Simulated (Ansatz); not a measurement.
**Relaxing a structure of Cu**

The start is a generated cell, Cu built in the AFLOW prototype A_oP8_62_2c (A_c). The cell and all atomic positions are relaxed at zero pressure with r2SCAN (plane waves to 500 eV, PAW, scalar-relativistic; Ansatz, a program for electronic structure). The first steps use a coarse 6×8×8 k-mesh.

The start:
```yaml
crystal:
  lattice:
    - [5.65645, 0.00000, 0.00000]
    - [0.00000, 4.00951, 0.00000]
    - [0.00000, 0.00000, 4.14874]
  atoms:
    - { symbol: Cu, position: [0.46400, 0.25000, 0.29200] }
    - { symbol: Cu, position: [0.96400, 0.25000, 0.20800] }
    - { symbol: Cu, position: [0.53600, 0.75000, 0.70800] }
    - { symbol: Cu, position: [0.03600, 0.75000, 0.79200] }
    - { symbol: Cu, position: [0.18100, 0.25000, 0.65800] }
    - { symbol: Cu, position: [0.68100, 0.25000, 0.84200] }
    - { symbol: Cu, position: [0.81900, 0.75000, 0.34200] }
    - { symbol: Cu, position: [0.31900, 0.75000, 0.15800] }
```

Task: What pressure does the first self-consistent step give?

Result: +14.4 GPa (positive: the cell is compressed).

Task: What is the largest force in the starting geometry, and on which atom (counted from 1)?

Result: 2.01 eV/Å, on Cu5, Cu6, Cu7, Cu8 (atoms numbered as listed).

Task: Does the structure survive the relaxation? Give the final space group.

Result: The space group goes from Pnma (No. 62) to I4/mmm (No. 139), with 1 atom in the primitive cell.

Task: How much energy is released per atom?

Result: 0.43 eV/atom.

Task: What does it relax into? Give the structure.

Result: 
Space group I4/mmm (No. 139); a = b = 2.8987 Å, c = 2.7335 Å, α = β = γ = 90.00°

```json
[
 {"atom": "Cu", "site": "2b", "symmetry": "4/mmm", "x": "0.0000", "y": "0.0000", "z": "0.5000"}
]
```
(The calculation used a cell of 1 atom; values per cell refer to that cell.)

Final values are on a 23×23×23 k-mesh of the relaxed cell. No spin polarisation in the result.

The run could not lose the symmetry of its start: the end is stationary, and may be a saddle point rather than a minimum.

The relaxed structure here is a generated cell of Cu: the first start was made by placing the elements on the sites of a structure type, and the end was not matched to a known phase here, so it may be hypothetical. Known forms of Cu include space group No. 225.
